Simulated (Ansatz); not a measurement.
input.yaml (Ansatz)

```yaml
crystal:
  lattice:
    - [3.839184976, 0.0, 0.0]
    - [-1.919592488, 3.3248317191, 0.0]
    - [0.0, 0.0, 7.5292248701]
  atoms:
    - { symbol: Se, position: [1.0, 0.0, 0.0] }
    - { symbol: Se, position: [1.0, 0.0, 0.5] }
    - { symbol: Se, position: [0.3333333333, 0.6666666667, 0.25] }
    - { symbol: Se, position: [0.6666666667, 0.3333333333, 0.75] }
hamiltonian:
  xc: pbesol
  pseudopotentials:
    kind: paw
    azcp:
      Se: "pseudopotentials/Se.paw.azcp"
basis:
  ecutwfc: 420
  fft_grid_basis: typed
kpoints:
  mp_grid: { grid: [11, 11, 5], shift: [0, 0, 0] }
magnetization:
  spin_polarized: false
scf:
  occupations: { method: fermi_dirac, width: 0.1 }
  lower_state_search: "off"
output:
  stress: true
  write_density: true
  write_potential: true
  elf: true
  volumetric_format: npy
```

and its output:

```
Warning: the record states the generating functional pbe (its physics header spells it `PBE`), which answers neither for hamiltonian.xc's functional nor for the pbesol family's — results may be inconsistent (PPs are generated against a specific XC)
Engine: ansatz 0.2.0, aarch64-unknown-linux-gnu
Pseudopotentials: kind: paw
Pseudopotential: Se, paw, valence charge 16, recommended cutoff 420 eV (normal) 
Functional definition: PBEsol
  exchange = pbesol_x
  correlation = pbesol_c
Crystal: 4 atoms, lattice volume = 96.108 Å³
Basis set: ecut = 420 eV, 1861 PW (Γ)
Bands: 39, of which v1, the nominal top of the filled ones, is band 32 counted from 1 (31 counted from 0)
Symmetry: 24 space group operations
Space group: P63/mmc (ITA 194), of the structure as read, at distance tolerance 4.6e-5 Å
k-points: 48 of 605
Non-local potential: Se, projectors of the file, l = 0: 2, l = 1: 2, l = 2: 3, l = 3: 1
PAW form: soft (Blöchl's): semilocal exchange-correlation on the pseudo side does not see the compensation charge
PAW frozen core: Se, regenerated for the run's functional, and the local potential with it (the file was generated under x = pbe(κ = 0.804, μ = 0.2195149727645171), c = pbe(β = 0.06672455060314922))
PAW one-centre angular grid: Se, 590 points (default); XC on 64 Gauss nodes
Initial density: superposition of atomic densities (neutral atoms: chi_scale 0, normalization atom), corrected by the library's trained network
Initial wavefunctions: pseudopotential atomic-orbital guess
Functional: x = pbesol(κ = 0.804, μ = 0.12345679012345678), c = pbesol(β = 0.046)
SCF iter   1: F=—  HF=-21695.765921 eV  |F-HF|=—  |Δ(HF+E_count)|=         —  Δρ=2.12e-3  dr2=4.42e-3  ethr=1.77e-3  ⟨swp⟩=6.8  Hψ=7164  notcnv=0  defer=1
SCF iter   2: F=—  HF=-21695.765429 eV  |F-HF|=—  |Δ(HF+E_count)|=   4.92e-4  Δρ=6.08e-4  dr2=2.05e-4  ethr=6.91e-6  ⟨swp⟩=2.0  Hψ=3818  notcnv=0
SCF iter   3: F=—  HF=-21695.764799 eV  |F-HF|=—  |Δ(HF+E_count)|=   6.30e-4  Δρ=2.46e-4  dr2=8.36e-5  ethr=3.20e-7  ⟨swp⟩=2.1  Hψ=3487  notcnv=0
SCF iter   4: F=—  HF=-21695.764747 eV  |F-HF|=—  |Δ(HF+E_count)|=   5.21e-5  Δρ=5.66e-5  dr2=4.30e-6  ethr=1.31e-7  ⟨swp⟩=2.0  Hψ=3422  notcnv=0
iter 5 did not close the SCF: its close was put off for the readings that it lacked (scf_convergence_deferred on its scf_iter line)
SCF iter   5: F=-21695.764744 eV  HF=-21695.764745 eV  |F-HF|=7.32e-8  |Δ(HF+E_count)|=   2.34e-6  Δρ=7.14e-6  dr2=6.48e-8  ethr=6.72e-9  ⟨swp⟩=2.0  Hψ=3428  notcnv=0
SCF iter   6: F=-21695.764745 eV  HF=-21695.764745 eV  |F-HF|=1.02e-10  |Δ(HF+E_count)|=   2.53e-8  Δρ=7.44e-7  dr2=7.07e-10  ethr=1.01e-10  ⟨swp⟩=5.1  Hψ=11307  notcnv=0
SCF 1 converged in 6 iterations: F = -21695.764745 eV  dr2 = 7.07e-10
SCF converged after 6 iterations
Free energy (F): -21695.764745 eV
Harris-Foulkes:  -21695.764745 eV  (|F-HF|=1.02e-10)
Internal energy: -21695.684962 eV  (E = F + TS)
E sigma→0 (E₀):  -21695.724853 eV
Entropy (-TS):   -0.079783 eV (-19.946 meV/atom)
Fermi energy:    8.619343 eV
--- Per-component energies (eV) ---
  E_band       = -1538.457088
  E_kinetic    = 461.417142
  E_local      = -9206.444521  (includes V_loc(G=0)·N_el)
  E_nonlocal   = -2363.936225
  E_hartree    = 4546.503272
  E_xc         = -407.770672
  E_vxc        = -385.023071  (∫ρ·V_xc dr)
  E_paw        = -7475.432182  (= ΣΔE_a)
  E_vpaw       = 862.523725  (= ΣTr[D̂ρ^β])
  E_aug_tail   = -0.002430  (compensation charges beyond the density's cutoff)
  E_ewald      = -7254.053149
  E_core_change = 4.033802  (= ΣΔE_core)
  E_smearing   = -0.079783  (= −TS)
  E_closure    = -0.000000  (closes the sum)
  Σ components = -21695.764745   (vs F -21695.764745, Δ=0.00e0)
--- Stress (GPa, compression-positive) ---
       -6.126214      -0.000000       0.000000
        0.000000      -6.126214      -0.000000
        0.000000      -0.000000      -8.176695
  P = ⅓ Tr σ = -6.8097 GPa (-68.097 kbar)
--- Band table (eV; the first three rows and the last of 48) ---
  k-point 0: bands = ["-39.9033", "-39.9030", "-39.8872", "-39.8872", "-39.8860", "-39.8860", "-39.8436", "-39.8436", "-39.8425", "-39.8425", "-39.8032", "-39.8028", "-39.7902", "-39.7902", "-39.7900", "-39.7900", "-39.7620", "-39.7620", "-39.7616", "-39.7616", "-6.8633", "-4.9256", "-4.8290", "-1.6413", "4.4916", "6.1579", "6.1579", "7.0445", "7.3627", "7.3627", "7.4484", "7.7644", "7.7644", "9.4711", "9.4711", "10.9900", "13.1354", "15.7213", "15.7926"]
  k-point 1: bands = ["-39.9032", "-39.9030", "-39.8871", "-39.8871", "-39.8861", "-39.8861", "-39.8435", "-39.8435", "-39.8426", "-39.8426", "-39.8032", "-39.8028", "-39.7902", "-39.7902", "-39.7900", "-39.7900", "-39.7620", "-39.7620", "-39.7616", "-39.7616", "-6.7797", "-5.5657", "-4.0908", "-1.8736", "4.6639", "6.2211", "6.2211", "6.4259", "7.0687", "7.0687", "8.0935", "8.0935", "8.1341", "9.3432", "9.3432", "10.6663", "13.4396", "15.9928", "15.9928"]
  k-point 2: bands = ["-39.9032", "-39.9031", "-39.8868", "-39.8868", "-39.8864", "-39.8864", "-39.8432", "-39.8432", "-39.8428", "-39.8428", "-39.8031", "-39.8029", "-39.7901", "-39.7901", "-39.7901", "-39.7901", "-39.7619", "-39.7619", "-39.7617", "-39.7617", "-6.5306", "-6.1221", "-3.2610", "-2.4740", "5.1117", "5.7216", "6.4060", "6.4060", "6.6984", "6.6984", "8.5659", "8.5659", "9.0095", "9.0095", "9.0286", "9.9186", "14.2693", "15.3877", "16.5149"]
  k-point 47: bands = ["-39.9028", "-39.9028", "-39.8868", "-39.8868", "-39.8862", "-39.8862", "-39.8425", "-39.8425", "-39.8424", "-39.8423", "-39.8028", "-39.8026", "-39.7910", "-39.7909", "-39.7905", "-39.7904", "-39.7617", "-39.7617", "-39.7616", "-39.7616", "-4.5060", "-4.3948", "-4.0682", "-4.0439", "3.0745", "3.1489", "3.7691", "4.7129", "5.3727", "5.9503", "6.4830", "7.1269", "9.6322", "10.5178", "10.9459", "11.1512", "15.6935", "16.1264", "16.9650"]
```

Launched by

```sh
ansatz run input.yaml --threads 2 --pin off --max-ram 5120MiB --backend cpu --events-out ev --progress --plain --runs-dir out
```

On 2 threads of Arm Neoverse N1 (shared host) this took about 9.8 s of wall time and 19 s of CPU time.
